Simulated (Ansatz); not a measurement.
MnF2 (rutile, P4_2/mnm), PBE (plane waves, PAW; program Ansatz). The conduction-band minimum lies at Γ, with 1 equivalent valley. Second derivatives d²E/dk² of the lowest band at one valley (eV·Å²), along Cartesian directions:

| direction | d²E/dk² |
|---|---|
| [100] | 13.59 |
| [010] | 14.65 |
| [001] | 14.90 |
| [110] | 14.12 |
| [101] | 14.25 |
| [011] | 14.77 |

Q: Find the principal effective masses, the density-of-states mass and the conductivity mass.

A: Off-diagonal terms follow from H_xy = H[110] − (H_xx + H_yy)/2, and m*/mₑ = 7.620 eV·Å² over each eigenvalue: 0.51, 0.52, 0.56. One valley's DOS mass (m₁m₂m₃)^(1/3) = 0.53, conductivity mass 3/(Σ 1/mᵢ) = 0.53 mₑ.

Q: What effective density of states Nc follows at 300 K for parabolic valleys?

A: Nc = 2.509e19 × 1 × (0.53)^(3/2) ≈ 9.7e18 cm⁻³.

The cell was relaxed with PBE under the symmetry of its start, as lowered by the spin order. The final state is antiferromagnetic, chosen from 5 collinear starts compared on coarse meshes (ties went to the first, and starts can fall back to one state), not a proven ground state. No Hubbard U is applied. Point labels and valley counts follow the cell and symmetry of the run, lower than the named group.

Potentials: the later of the program's two PAW sets.

Edges and masses are those of Kohn–Sham bands, whose gap is no quasiparticle gap.
